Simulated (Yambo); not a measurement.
Yambo run on a free-standing CdO2H2 monolayer (symmetry P-3m1, slab cell 17.3 Å high). The wavefunctions are PBEsol (Quantum ESPRESSO, PseudoDojo norm-conserving, 102 Ry, no spin-orbit coupling) ones on a 6×6×1 mesh (17 occupied bands); a = b = 3.5093 Å, c = 17.3000 Å, α = β = 90.00°, γ = 120.00°.

Yambo input:

```
rim_cut
gw0
dyson
el_el_corr
HF_and_locXC
ppa
em1d
rim_w
RandQpts= 1000000
RandGvec= 2 Ry
CUTGeo= "slab z"
EXXRLvcs= 102 Ry
VXCRLvcs= 408 Ry
Chimod= "HARTREE"
% BndsRnXp
 5 | 62 |
%
NGsBlkXp= 8 Ry
% LongDrXp
 1.0 | 1.0 | 0.0 |
%
RandGvecW= 1000 mRy
PPAPntXp= 27.2114 eV
% GbndRnge
 1 | 62 |
%
GTermKind= "BG"
DysSolver= "n"
ExtendOut
% QPkrange
 1 | 1 | 17 | 18 |
%
```

k points by index: 1 = Γ.

Resulting energies as the program prints them:

```
#    K-point    Band    Eo [eV]    E [eV]    E-Eo [eV]    Vxc [eV]    Vnlxc [eV]    Sc|Eo [eV]    Sc|E [eV]    dSc/dw|Eo [eV]    Re(Z)    Im(Z)
#
    1    17    0.000000    -1.564995    -1.564995    -21.64585    -27.43358    3.818117    4.222737    -7.034489    0.794586    -0.001586
    1    18    2.263296    3.707651    1.444355    -8.667753    -5.285102    -1.748270    -1.938296    -3.579818    0.883738    -0.001073
```
(The two width columns are left out.) Convergence of these settings isn't established.

Geometry relaxed with PBEsol.

This is a model layer cut from the bulk structure; whether it is stable on its own was not checked.
